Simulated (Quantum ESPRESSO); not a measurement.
Parts of the isotropic shielding in MgO, by PBE GIPAW (a modified build of Quantum ESPRESSO, JTH PAW datasets), 22.5 Ha, k-mesh 6×6×6 shifted:

```
CELL_PARAMETERS angstrom
      0.00000     2.09700     2.09700
      2.09700     0.00000     2.09700
      2.09700     2.09700     0.00000
ATOMIC_POSITIONS crystal
  Mg 0.00000 0.00000 0.00000
  O  0.50000 0.50000 0.50000
```
The geometry is a computed Materials Project entry, not a measured one. It is MgO in Fm-3m. Stability against distortions was not tested.

The core term is that of the free atom's frozen core; the paramagnetic column sums the reconstruction terms. Shieldings are absolute and leave out the bulk-susceptibility term; a larger σ means a smaller chemical shift. By our sweeps, such settings leave a few ppm in absolute σ. No d partial waves on Mg: the paramagnetic term there is incompletely reconstructed.

```csv
site,core,bare (smooth current),diamagnetic correction,paramagnetic corrections,σ_iso (ppm)
Mg (atom 1),412.8,20.4,250.4,___,___
O (atom 2),271.1,53.6,26.4,___,___
```

Q: Complete the blanks.

A: 
- Mg (atom 1), paramagnetic corrections: -161.4
- Mg (atom 1), σ_iso (ppm): 522.3
- O (atom 2), paramagnetic corrections: -161.6
- O (atom 2), σ_iso (ppm): 189.5
